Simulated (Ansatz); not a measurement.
ZrO2 (fluorite)

```
ZrO2
1.0
    0.00000     2.53204     2.53204
    2.53204     0.00000     2.53204
    2.53204     2.53204     0.00000
Zr O
1 2
Direct
  0.00000   0.00000   0.00000
  0.25000   0.25000   0.25000
  0.75000   0.75000   0.75000
```

The slice is a {110} plane (indices of the conventional cell) through the point (0.000, 0.000, 0.000) (fractional), spanned by u = [100] and v = [1 -1 -1] in vectors of this cell: u (3.58 Å) and v (5.06 Å, at 90° to u). It covers one period; positions are fractions (u, v).

Computed with PBEsol (plane waves to 420 eV, PAW, scalar-relativistic; Ansatz, an electronic-structure program). k mesh 11×11×11. These are valence fields of a PAW run, semicore shells included where kept as valence: close to a nucleus they are smooth pseudo fields. This is a high-temperature form of ZrO2. ZrO2 is run without spin polarisation. ZrO2 was relaxed with its symmetry unable to fall.

Problem. What is the valence density on the shortest Zr–O line in this plane (2.19 Å), at its minimum between the atoms?

Solution. 0.54 e/Å³.

Problem. What is the ELF at the density minimum of the shortest Zr–O line in this plane (2.19 Å)?

Solution. 0.2.

Problem. Sketch the electron localisation function (ELF) on this plane as a map.

Solution. 
```tsv
v \ u	0.00	0.12	0.24	0.35	0.47	0.59	0.71	0.82	0.94
0.92	0.71	0.82	0.37	0.34	0.66	0.58	0.17	0.74	0.76
0.83	0.64	0.38	0.23	0.83	0.76	0.82	0.62	0.18	0.59
0.75	0.03	0.06	0.57	0.81	x	x	0.80	0.20	0.04
0.67	0.02	0.07	0.53	0.81	0.76	0.80	0.73	0.24	0.03
0.58	0.02	0.04	0.23	0.52	0.66	0.62	0.39	0.10	0.02
0.50	0.01	0.02	0.06	0.08	0.09	0.09	0.07	0.04	0.01
0.42	0.02	0.04	0.23	0.52	0.66	0.62	0.39	0.10	0.02
0.33	0.02	0.07	0.53	0.81	0.76	0.80	0.73	0.24	0.03
0.25	0.03	0.06	0.57	0.81	x	x	0.80	0.20	0.04
0.17	0.64	0.38	0.23	0.83	0.76	0.82	0.62	0.18	0.59
0.08	0.71	0.82	0.37	0.34	0.66	0.58	0.17	0.74	0.76
0.00	x	0.70	0.61	0.07	0.09	0.08	0.17	0.82	x
```

Values: electron localisation function (ELF). Points within 0.4 Å of a nucleus are blanked (x), as the pseudised field means little there.
